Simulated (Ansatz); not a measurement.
NbP:
```xyz
4
Lattice="1.5968 -4.4611 0.0000 1.5968 4.4611 0.0000 0.0000 0.0000 4.3271" Properties=species:S:1:pos:R:3 pbc="T T T"
P      1.5968    -0.8281     3.2453
P      1.5968     0.8281     1.0818
Nb     1.5968    -3.3319     3.2453
Nb     1.5968     3.3319     1.0818
```

Relaxed with PBE. Special points in fractions of this cell's reciprocal vectors: Γ (0.000, 0.000, 0.000); Y (-0.500, 0.500, 0.000); C0 (-0.282, 0.718, 0.000); Σ0 (0.282, 0.282, 0.000); Z (0.000, 0.000, 0.500); A0 (0.282, 0.282, 0.500); E0 (-0.282, 0.718, 0.500); T (-0.500, 0.500, 0.500); S (0.000, 0.500, 0.000); R (0.000, 0.500, 0.500).

Task: List the band energies nearest the Fermi level at these points for DFT-PBE in the program Ansatz with PAW potentials.

Result: In eV from the Fermi level; about four levels below and three above (degenerate sets whole), none deeper than 8.9 eV; points with the same levels are listed once.

```tsv
k	below	above
Γ	-2.45 -2.39 -1.77 -1.22	0.01 0.35 0.79
Y	-2.59 -1.77 -1.42 -0.37	0.77 0.96 1.73
C0	-2.51 -1.12 -0.48 0.00	2.02 2.68 2.88
Z	-2.85 -2.85 -1.33 -1.33	2.13 2.13 2.84 2.84
A0	-2.69 -2.69 -0.31 -0.31	0.76 0.76 1.43 1.43
T	-1.99 -1.99 -1.60 -1.60	0.53 0.53 2.48 2.48
S	-4.86 -3.63 -2.50 -1.02	0.37 1.44 1.55
R	-2.93 -2.93 -0.33 -0.33	0.72 0.72 2.16 2.16
```

Space group Cmcm. The cell is a constructed one: a structure type filled with these elements; neither database checked (COD, Materials Project) lists it. COD files the formula under space group No. 141, so this cell is another polymorph or a model. Whether it is the stable phase at ambient conditions was not checked. The cell was relaxed with PBE under the symmetry of its start; its stability against distortions is not shown here. No spin polarisation was allowed. Scalar-relativistic: spin–orbit coupling is off unless named, which matters more the heavier the elements.

Potentials: the later of the program's two PAW sets.
